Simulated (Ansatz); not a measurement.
AgI (rock salt, Fm-3m) at seven volumes, the program Ansatz at the PBEsol level (PAW), scaled uniformly. One row is withheld.

```tsv
V (Å³/atom)	P (GPa)
24.389	5.73
25.193	3.44
25.997	1.56
26.801	0.00
27.605	-1.28
28.409	-2.33
29.213	?
```

Problem. Fit the shown pressures and predict the withheld one.

Solution. P = (3/2)B₀(x^(7/2) − x^(5/2))[1 + (3/4)(B′ − 4)(x − 1)] with x = (V₀/V)^(2/3). Least squares on the six rows gives V₀ = 26.802 Å³/atom, B₀ = 46.9 GPa, B′ = 5.46. At V = 29.213, x = 0.9442 and P = -3.19 GPa. The run itself gave -3.20 GPa.

This is a known high-pressure phase of the composition, computed here at zero pressure and temperature. Symmetry was held in the PBEsol relaxation; whether a distortion lowers the energy is not shown. The run is not spin-polarised. Spin–orbit coupling is left out wherever it is not named.

Potentials: the later of the program's two PAW sets.
